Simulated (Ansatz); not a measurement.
Consider the following.

Sc:
```xyz
1
Lattice="0.0000 2.3244 2.3244 2.3244 0.0000 2.3244 2.3244 2.3244 0.0000" Properties=species:S:1:pos:R:3 pbc="T T T"
Sc     0.0000     0.0000     0.0000
```

This is the r²SCAN-relaxed structure.

Q: All from r²SCAN in the plane-wave PAW code Ansatz, unless another level is named. Estimate the Young's modulus.

A: 50.9 GPa.

Q: Next, the elastic constants (relaxed ions, GPa)?

A: C11 = 62.3, C12 = 48.4, C44 = 36.2.

Space group Fm-3m (fcc (Cu type)). A made-up cell: these elements were put on the sites of a structure type; the Crystallography Open Database files this formula in space group No. 225, but the cells were not matched. It is not the phase usual at ambient conditions (space group No. 194). The r²SCAN relaxation kept the symmetry of its start; its stability against distortions is not shown here. No spin polarisation was allowed. As this level gives no gap, shear constants depend on the k-mesh and smearing (Fermi–Dirac, 0.1 eV here).

Potentials: the later of the program's two PAW sets.
